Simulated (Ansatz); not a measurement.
## Phonons of CaPb3 (AuCu3-type structure)

Method: PBEsol, scalar-relativistic; no spin polarisation; PAW, 420 eV, Gaussian smearing of 0.15 eV; code Ansatz. The datasets are Ansatz's generated set soft_2.

```xyz
4
Lattice="4.8657 0.0000 0.0000 0.0000 4.8657 0.0000 0.0000 0.0000 4.8657" Properties=species:S:1:pos:R:3 pbc="T T T"
Ca    0.0000    0.0000    0.0000
Pb    0.0000    2.4329    2.4329
Pb    2.4329    2.4329    0.0000
Pb    2.4329    0.0000    2.4329
```

The compound is reported in the structure type of the start.

Force constants come from finite displacements in a 2×2×2 supercell (the unit cell's 8×8×8 k-mesh, folded to it); the long-range dipole term is not included. Points in reciprocal vectors of this cell: Γ = (0.000, 0.000, 0.000), X = (0.000, 0.500, 0.000), M = (0.500, 0.500, 0.000), R = (0.500, 0.500, 0.500).

Task: Is the structure dynamically stable along this path, and where does the spectrum end?

Result: Yes: no branch is imaginary beyond numerical noise. The highest frequency is 155 cm⁻¹, at R. Points that don't fit the supercell are interpolated.

Frequencies at the named points (cm⁻¹, imaginary ones negative):
| point | ω (cm⁻¹) |
| --- | --- |
| Γ | 0 0 0 31 31 31 55 55 55 153 153 153 |
| X | 44 44 51 51 70 71 71 71 71 119 141 141 |
| M | 43 47 54 54 65 66 66 76 80 130 142 142 |
| R | 36 36 44 44 44 52 52 52 75 155 155 155 |

Task: What does the harmonic approximation give for the vibrational free energy, entropy and heat capacity?

Result: Zero-point energy 14.4 meV/atom.
```tsv
T (K)	F_vib (meV/atom)	S (J/K per mole of atoms)	C_V (J/K per mole of atoms)
100	1.5	26.6	22.2
200	-35.3	42.8	24.2
300	-85.0	52.6	24.6
400	-143.5	59.7	24.7
500	-208.4	65.3	24.8
600	-278.4	69.8	24.9
700	-352.8	73.6	24.9
800	-430.9	77.0	24.9
900	-512.2	79.9	24.9
1000	-596.4	82.5	24.9
```

The highest mode, 155 cm⁻¹, is worth 220 K. At 300 K the heat capacity has reached 99 % of the classical limit 3R = 24.9 J/K per mole of atoms, since all modes lie under k_BT.

The crystal is a metal or nearly so; low and unstable modes depend on mesh and smearing.

Run time: 5.8 min on 4 threads of Arm Neoverse V1 (shared host), peak memory 6.7 GiB.

Spin–orbit coupling, which matters for such heavy elements, is left out.
